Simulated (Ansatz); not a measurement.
CoSi2:
```xyz
6
Lattice="1.6421 -5.5313 0.0000 1.6421 5.5313 0.0000 0.0000 0.0000 3.9743" Properties=species:S:1:pos:R:3 pbc="T T T"
Si     1.6421    -4.8045     2.9807
Si     1.6421     4.8045     0.9936
Si     1.6421     2.6099     2.9807
Si     1.6421    -2.6099     0.9936
Co     1.6421    -1.1361     2.9807
Co     1.6421     1.1361     0.9936
```

Relaxed with PBE. Special points in fractions of this cell's reciprocal vectors: Γ (0.000, 0.000, 0.000); Y (-0.500, 0.500, 0.000); C0 (-0.272, 0.728, 0.000); Σ0 (0.272, 0.272, 0.000); Z (0.000, 0.000, 0.500); A0 (0.272, 0.272, 0.500); E0 (-0.272, 0.728, 0.500); T (-0.500, 0.500, 0.500); S (0.000, 0.500, 0.000); R (0.000, 0.500, 0.500).

Q: List the band energies nearest the Fermi level at these points for the program Ansatz at the PBE level (PAW).

A: In eV from the Fermi level; about four levels below and three above (degenerate sets whole), none deeper than 8.9 eV; points with the same levels are listed once.

```tsv
k	below	above
Γ	-1.91 -1.86 -1.60 -0.90	0.23 0.28 0.60
Y	-1.84 -1.49 -0.35 -0.20	0.51 1.10 2.36
C0	-1.05 -0.56 -0.56 -0.49	0.68 1.44 1.76
Z	-1.69 -1.69 -0.65 -0.65	1.65 1.65 2.90 2.90
A0	-0.89 -0.89 -0.07 -0.07	0.61 0.61 2.21 2.21
T	-2.07 -2.07 -0.66 -0.66	1.29 1.29 1.95 1.95
S	-0.90 -0.85 -0.72 -0.46	0.81 1.39 1.47
R	-0.93 -0.93 -0.18 -0.18	0.87 0.87 1.38 1.38
```

Space group Cmcm. The cell is a constructed one: a structure type filled with these elements; neither database checked (COD, Materials Project) lists it. It is not the phase usual at ambient conditions (space group No. 225). Symmetry was held in the PBE relaxation; its stability against distortions is not shown here. The workflow began spin-polarised and lost its moments.

Potentials: the later of the program's two PAW sets.
